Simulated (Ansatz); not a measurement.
Ag₂PdO₂:
Space group Immm (No. 71); a = 3.0102 Å, b = 4.5540 Å, c = 9.9375 Å, α = β = γ = 90.00°

| atom | site | symmetry | x | y | z |
|---|---|---|---|---|---|
| Pd | 2a | mmm | 0.0000 | 0.0000 | 0.0000 |
| O | 4j | mm2 | 0.5000 | 0.0000 | 0.1392 |
| Ag | 4i | mm2 | 0.0000 | 0.0000 | 0.3577 |
(The calculation used a cell of 5 atoms; values per cell refer to that cell.)

Relaxed at zero pressure with DFT-r²SCAN in the program Ansatz with PAW potentials.

The volume is raised by 6 % and shape and atoms relax at that volume. What pressure results, and how do the axes share the change?

-4.5 GPa; a 1.6 %, b -0.2 %, c 4.5 %; the energy rises by 13 meV/atom.

Give the new structure.


Space group Immm (No. 71); a = 3.059 Å, b = 4.544 Å, c = 10.388 Å, α = β = γ = 90.00°

| atom | site | symmetry | x | y | z |
|---|---|---|---|---|---|
| Pd | 2a | mmm | 0.0000 | 0.0000 | 0.0000 |
| O | 4j | mm2 | 0.5000 | 0.0000 | 0.1322 |
| Ag | 4i | mm2 | 0.0000 | 0.0000 | 0.3581 |

The phase is kept; no other phase was compared at this pressure.

The workflow started from an entry of the Crystallography Open Database (COD). Its standing as an ambient phase is unchecked. Symmetry was held in the r²SCAN relaxation; whether a distortion lowers the energy is not shown. The run is not spin-polarised.

Potentials: the later of the program's two PAW sets.
